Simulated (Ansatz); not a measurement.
**BeC₂ under pressure**

All numbers below come from DFT PBEsol, scalar-relativistic, plane waves, PAW in Ansatz 0.2.0. Settings: 420 eV plane-wave cutoff, Γ-centred 10×10×10 mesh, fixed occupations. No spin polarisation. Phonons by linear response, acoustic sum rule imposed.

Equilibrium structure at this level:
```cif
data_structure
_symmetry_space_group_name_H-M 'P 1'
_symmetry_Int_Tables_number 1
_cell_length_a 3.4591
_cell_length_b 3.4591
_cell_length_c 3.4591
_cell_angle_alpha 117.079
_cell_angle_beta 117.079
_cell_angle_gamma 95.139
_cell_volume 30.43
loop_
_atom_site_label
_atom_site_type_symbol
_atom_site_fract_x
_atom_site_fract_y
_atom_site_fract_z
_atom_site_occupancy
Be1 Be 0.00000 0.00000 0.00000 1
C1 C 0.63399 0.63399 0.00000 1
C2 C 0.36601 0.36601 0.00000 1
```

Its imaginary modes show that this cell, built by swapping an element in a database structure, isn't a minimum of the energy. The crystal is built of chains and no dispersion correction was added, so the binding between them is poorly described, and with it their spacing and whatever depends on it.

The cell is relaxed again at 2 and 5 and 13 GPa. How do volume, gap and optical modes at Γ (cm⁻¹, counted from the lowest optical one; a degenerate one stands once) change?

Results:

```
          0 GPa  2 GPa  5 GPa  13 GPa
    V/V0  1.000  0.950  0.899   0.814
gap (eV)   2.14   1.74   1.29    0.35
ε∞, mean   6.65   7.07   7.56    8.46
  mode 1   401i   421i   438i    456i
  mode 3    426    433    439     444
  mode 5   1071   1065   1058    1046
  mode 6   1958   1948   1939    1928
```